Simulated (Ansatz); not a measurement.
## KLuC2O6: K-39 NMR of the central transition

Cell: a Materials Project structure (computed, not necessarily an observed phase).

```
CELL_PARAMETERS angstrom
4.23085 -4.69996 0.00000
4.23085 4.69996 0.00000
-2.43379 0.00000 6.41638
ATOMIC_POSITIONS crystal
K 0.37968 0.62032 0.75000
K 0.62032 0.37968 0.25000
Lu 0.90452 0.09548 0.75000
Lu 0.09548 0.90452 0.25000
C 0.35433 0.10948 0.75595
C 0.64567 0.89052 0.24405
C 0.89052 0.64567 0.74405
C 0.10948 0.35433 0.25595
O 0.56025 0.10472 0.77879
O 0.43975 0.89528 0.22121
O 0.89528 0.43975 0.72121
O 0.10472 0.56025 0.27879
O 0.28134 0.24989 0.88351
O 0.71866 0.75011 0.11649
O 0.75011 0.71866 0.61649
O 0.24989 0.28134 0.38351
O 0.20102 0.96532 0.60435
O 0.79898 0.03468 0.39565
O 0.03468 0.79898 0.89565
O 0.96532 0.20102 0.10435
```

Atom numbers follow the list; atoms alike are taken as one site, whose name carries the number of the first.

Computed with Ansatz: DFT, PBE, plane waves and PAW, scalar-relativistic, 420 eV cutoff, Γ-centred 4×4×4 k-points, Fermi–Dirac smearing 0.02 eV.

K-39 has I = 3/2 and Q = 60.30 mb (Pyykkö 2018); at 18.8 T its Larmor frequency is ν₀ = 37.4 MHz. Only the quadrupole interaction is simulated: positions count from each site's isotropic chemical shift, and J coupling is left out, as are shift anisotropy and dipolar coupling, which fast spinning averages.

(1) Simulate the second-order pattern (fast magic-angle spinning, Gaussian broadening 0.07 kHz) of site K (10 O at 2.77–3.20 Å; also 6 C at 3.11–3.34 Å, 2 O at 3.60 Å).

Results:

(1) The calculation gives C_Q = 1.16 MHz and η = 0.69, so ν_Q = 0.581 MHz and the centre of gravity lies at -28.0 ppm (-1.05 kHz).

offset (kHz), height and a bar:
```
   -2.548          0 
   -2.433          4 #
   -2.317          8 ##
   -2.202          9 ###
   -2.087         18 #####
   -1.972         23 #######
   -1.856         25 #######
   -1.741         27 ########
   -1.626         29 #########
   -1.511         33 ##########
   -1.395         46 ##############
   -1.280        100 ##############################
   -1.165         78 #######################
   -1.050         75 #######################
   -0.934         89 ###########################
   -0.819         68 ####################
   -0.704         54 ################
   -0.588         47 ##############
   -0.473         42 #############
   -0.358         38 ############
   -0.243         35 ###########
   -0.127         33 ##########
   -0.012         11 ###
    0.103          0
```

The largest force is 0.6 eV/Å, so the atoms aren't at the calculated equilibrium and relaxing them would move these values.

Hardware: 1 thread of Arm Neoverse V1 (aarch64; 8 cores open to the job, memory cap 2.5 GiB, no GPU), a shared host with a load of 0.8 a core. Wall time 94 s, CPU time 94 s, peak memory 0.84 GiB.
